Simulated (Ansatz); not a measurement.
Relaxed-ion elastic tensor of RbBr (rock salt, Fm-3m) in GPa (Voigt order), DFT-PBE in the program Ansatz with PAW potentials; density 3.18 g/cm³, 43.20 Å³ per atom.

```
27.0   4.3   4.3   0.0   0.0   0.0
 4.3  27.0   4.3   0.0   0.0   0.0
 4.3   4.3  27.0   0.0   0.0   0.0
 0.0   0.0   0.0   4.2   0.0   0.0
 0.0   0.0   0.0   0.0   4.2   0.0
 0.0   0.0   0.0   0.0   0.0   4.2
```

### Question
Is the crystal mechanically stable?

### Answer
Yes: the smallest eigenvalue of C is 4.2 GPa.

### Question
Work out the Voigt, Reuss and Hill averages.

### Answer
K_V = 11.9, K_R = 11.9, K_H = 11.9; G_V = 7.0, G_R = 5.6, G_H = 6.3 GPa.

### Question
Give Young's modulus, Poisson's ratio, Pugh's ratio and the universal anisotropy index.

### Answer
E = 9KG/(3K + G) = 16.1 GPa; ν = 0.27; K/G = 1.87 (ductile by the Pugh limit of 1.75); A_U = 5G_V/G_R + K_V/K_R − 6 = 1.29.

### Question
Estimate the sound speeds and the Debye temperature.

### Answer
v_l = √((K + 4G/3)/ρ) = 2530 m/s, v_t = √(G/ρ) = 1410 m/s, mean 1570 m/s; Θ = (h/k)(3n/4πV)^(1/3) v_m = 133 K.

### Question
Give the Zener ratio and Young's modulus along [100], [110] and [111].

### Answer
A = 2C44/(C11 − C12) = 0.37; 1/E = S11 − 2(S11 − S12 − S44/2)Γ with Γ = 0, 1/4, 1/3 gives 25.8, 13.1, 11.2 GPa.

### Question
Solve the Christoffel equation for the three sound speeds along [100], [110], [111].

### Answer
Eigenvalues of C_ijkl n_j n_l equal ρv². In km/s, slowest first: [100] 1.15, 1.15, 2.91; [110] 1.15, 1.89, 2.50; [111] 1.68, 1.68, 2.34.

The PBE relaxation kept the symmetry of its start; phonons on a q-mesh show no instability.

Potentials: the later of the program's two PAW sets.
